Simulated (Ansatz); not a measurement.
Given:

CaZrN$_{2}$:
```xyz
16
Lattice="6.5594 0.0000 0.0000 0.0000 7.9560 0.0000 0.0000 0.0000 4.9277" Properties=species:S:1:pos:R:3 pbc="T T T"
Ca     0.5273     4.9321     4.6903
Ca     6.0321     3.0239     2.2264
Ca     3.8070     7.0019     4.6903
Ca     2.7524     0.9541     2.2264
Zr     0.4685     1.0125     4.7889
Zr     6.0908     6.9435     2.3251
Zr     3.7482     2.9655     4.7889
Zr     2.8112     4.9905     2.3251
N      0.4138     0.8482     1.9695
N      6.1456     7.1078     4.4333
N      3.6935     3.1298     1.9695
N      2.8659     4.8261     4.4333
N      0.6981     5.1826     2.1517
N      5.8613     2.7734     4.6156
N      3.9778     6.7514     2.1517
N      2.5816     1.2046     4.6156
```

This is the PBE-relaxed structure. Cartesian axes are those of the cell as given.

All from plane-wave PAW PBE (Ansatz code), unless another level is named. Give the formation energy from the elements (no fitted shifts).

-1.41 eV/atom.

And the band gap?

2.42 eV (smallest direct gap 2.43 eV).

Next, the electron effective mass?

0.80, 1.0, 1.0 mₑ (principal values).

What about the valence-band maximum?

off the standard path, at k = (0.177, 0.302, 0.000).

What about the conduction-band minimum?

on the Y–Γ line, 38 % of the way from Y (k = 0.000, 0.312, 0.000) (2 equivalent valleys).

Next, the weight of the valence-edge state by species (Voronoi cells)?

N 87 %, Zr 8 %, Ca 5 %.

Space group Pna2_1. The start of the workflow was typed in or built on a structure type; neither database checked (COD, Materials Project) lists it. Its standing as an ambient phase is unchecked. Symmetry was held in the PBE relaxation; its stability against distortions is not shown here. No spin polarisation was allowed. The references are the lowest solids computed at this level, not always the standard phases (solids in place of the gases). Scalar-relativistic: spin–orbit coupling is off unless named, which matters more the heavier the elements.

Potentials: the earlier of the program's two PAW sets.
